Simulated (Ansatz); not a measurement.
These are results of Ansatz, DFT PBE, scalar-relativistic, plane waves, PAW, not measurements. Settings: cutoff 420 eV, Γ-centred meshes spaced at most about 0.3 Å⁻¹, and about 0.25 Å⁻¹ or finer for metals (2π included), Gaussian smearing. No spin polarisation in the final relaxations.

Temperature and zero-point effects are left out. Lower structures may exist.

Problem. Which of these relaxed structures of GeSbTe3 is the lowest in energy?
A.

```
Ge Sb Te
1.0
     6.42351    0.00000    0.00000
    -3.21175    5.56292    0.00000
     0.00000    0.00000    5.54031
Ge Sb Te
1 1 3
Cartesian
  0.0000 0.0000 2.7702
  0.0000 0.0000 0.0000
  3.2118 0.0000 0.0000
  -1.6059 2.7815 0.0000
  1.6059 2.7815 0.0000
```

B.

```
Ge Sb Te
1.0
     4.11525    0.00000    0.00000
     0.00000    4.11525    0.00000
     0.00000    0.00000    9.11673
Ge Sb Te
1 1 3
Cartesian
  0.0000 0.0000 0.0000
  2.0576 2.0576 0.0000
  2.0576 2.0576 2.9836
  2.0576 2.0576 6.1331
  0.0000 0.0000 4.5584
```

C.

```
Ge Sb Te
1.0
     2.07746    1.19942   10.40057
    -2.07746    1.19942   10.40057
     0.00000   -2.39885   10.40057
Ge Sb Te
1 1 3
Direct
  0.40017 0.40017 0.40017
  0.60456 0.60456 0.60456
  0.00087 0.00087 0.00087
  0.21257 0.21257 0.21257
  0.78183 0.78183 0.78183
```

D.

```
Ge Sb Te
1.0
     5.91816    0.00000    0.00000
     0.00000    5.91816    0.00000
     0.00000    0.00000    5.54324
Ge Sb Te
1 1 3
Direct
  0.50000 0.50000 0.50000
  0.00000 0.00000 0.50000
  0.00000 0.50000 0.50000
  0.50000 0.00000 0.50000
  0.50000 0.50000 0.00000
```

Solution. C. It has Ge and Sb ordered on tetradymite sites, space group R3m (No. 160); the next, D, with space group P4/mmm (No. 123), lies 0.38 eV/atom higher. Counting all near atoms (for each partner element, those within 1.25 times its shortest distance or 1.15 times the sum of covalent radii, where it is the nearest in units of that sum or under 1.3; a slash parts the counts of unlike sites), the lowest has Ge 6, Sb 6, Te 3/6 and the next has Ge 6, Sb 4, Te 2/4.

Weakly bound directions are ill-defined at this level, which has no dispersion term (R3m), and this can change margins and order among such cells. Spin–orbit coupling, which can matter for Sb and Te, is left out. In R3m, P4/mmm at 38.8 Å³/atom, P4/mmm at 30.9 Å³/atom, P6/mmm an odd number of electrons in the primitive cell allows no gap without spin; a larger cell or a magnetic state could open one. A magnetic state wasn't ruled out in cells without spin, among them R3m, P4/mmm at 38.8 Å³/atom, P4/mmm at 30.9 Å³/atom, P6/mmm. The R3m cell at 31.1 Å³/atom was relaxed from a Materials Project cell. Cells relaxed within their symmetry can be saddle points. Some candidate types were left out of the draw beforehand, so a known form may be missing.
